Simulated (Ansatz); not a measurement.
## One input, then a changed one: Rh (sc type)

First run: DFT, LDA, PAW with Ansatz's default frozen-core files, scalar-relativistic (Ansatz 0.2.0).

Command: `ansatz run input.yaml --threads 1 --pin off --max-ram 2048MiB --backend cpu --events-out ev --progress --plain --runs-dir out` It took 2.1 s on 1 thread of Arm Neoverse V2 (shared host), peak memory 0.26 GiB.

```yaml
crystal:
  lattice:
    - [2.2018324479, 0.0, 0.0]
    - [0.0, 2.2018324479, 0.0]
    - [0.0, 0.0, 2.2018324479]
  atoms:
    - { symbol: Rh, position: [0.0, 0.0, 0.0] }
kpoints:
  mp_grid: { grid: [17, 17, 17] }
  band_path:
    path:
      - [0.0, 0.0, 0.0]
      - [0.0, 0.5, 0.0]
      - [0.5, 0.5, 0.0]
      - [0.0, 0.0, 0.0]
      - [0.5, 0.5, 0.5]
      - [0.0, 0.5, 0.0]
      - [0.5, 0.5, 0.5]
      - [0.5, 0.5, 0.0]
    npoints: 8
scf:
  occupations: { method: fermi_dirac, width: 0.08 }
hamiltonian:
  xc: lda
  pseudopotentials: { kind: paw }
output:
  forces: true
  stress: true
  eigenvalues: true
  populations: true
  dos: { projected: true, de: 0.2, e_range: [-14, 8] }
  write_density: true
  write_potential: true
  elf: true
  volumetric_format: npy
```

The cell comes from a relaxation on PAW files under the same functional, begun from a prototype that needn't be the stable phase.

This run: volume at 0.7 of the series' base cell.

It converges in 6 SCF iterations at a pressure of 194.9 GPa, cutoff 420 eV.

The input is then changed:

```diff
   pseudopotentials: { kind: paw }
+  dispersion: d3bjatm
 output:
   populations: true
-  dos: { projected: true, de: 0.2, e_range: [-14, 8] }
-  write_density: true
-  write_potential: true
-  elf: true
-  volumetric_format: npy
```

**Question.** Predict the outcome of the changed run.

**Answer.** It converges in 6 SCF iterations at a pressure of 185.9 GPa, cutoff 420 eV.
